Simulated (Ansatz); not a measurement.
The start is a relaxed Ta cell, doubled along one cell vector, shaken by Gaussian noise of σ = 0.08 Å a coordinate. A full variable-cell relaxation at zero pressure is run with PBE (plane waves to 420 eV, PAW, scalar-relativistic; Ansatz, an electronic-structure program). First-step values are on the input's coarse k-mesh.

Ansatz input (later rounds restart from its end on a renewed k-mesh):
Ansatz 0.2 input:
```yaml
crystal:
  lattice:
    - [0, 6.1033042798, 6.1033042798]
    - [3.0516521399, 0, 3.0516521399]
    - [3.0516521399, 3.0516521399, 0]
  atoms:
    - { symbol: Ta, position: [0.3857309899, 0.736089324, 0.7334309388] }
    - { symbol: Ta, position: [0.8802553657, 0.7604398248, 0.7236510604] }
    - { symbol: Ta, position: [0.2411272393, 0.522416119, 0.5105545282] }
    - { symbol: Ta, position: [0.7417364464, 0.4880491142, 0.518324108] }
basis: { ecutwfc: 420, ecutrho_ratio: 4, xc_grid: 2, fft_grid_basis: typed }
kpoints: { mp_grid: { grid: [5, 9, 9] } }
hamiltonian:
  xc: pbe
  dispersion: none
  pseudopotentials: { azcp: { folder: ./paw }, kind: paw }
scf: { occupations: { method: fermi_dirac, width: 0.05 } }
relax: { f_tol: 0.01, max_steps: 100, cell: { stress_tol: 0.02 } }
output: { forces: true, stress: true }
```

| Item | Value |
|---|---|
| Relative to the parent | It does not go back: it reaches Im-3m (No. 229), bcc (W type), 2.89 eV/atom below the parent |
| Shortest distances (start → end) | The closest pairs of elements (up to four, under 3.6 Å), start → end: Ta–Ta 2.51 → 2.87 Å |
| Band gap at the end | no gap (metallic) |
| Optimiser moves | 35 |

Final structure:

Space group Im-3m (No. 229); a = b = c = 3.320 Å, α = β = γ = 90.00°

| atom | site | symmetry | x | y | z |
|---|---|---|---|---|---|
| Ta | 2a | m-3m | 0.0000 | 0.0000 | 0.0000 |
(The calculation used a cell of 1 atom; values per cell refer to that cell.)

Final values are on a 20×20×20 k-mesh of the relaxed cell. The start holds a very short contact (Ta–Ta 2.51 Å). No spin polarisation in the result.

Of the parent cell (Fd-3m (No. 227)): it is a generated cell of Ta: the first start was made by placing the elements on the sites of a structure type, and the end was not matched to a known phase here, so it may be hypothetical. Known forms of Ta include space group No. 229.
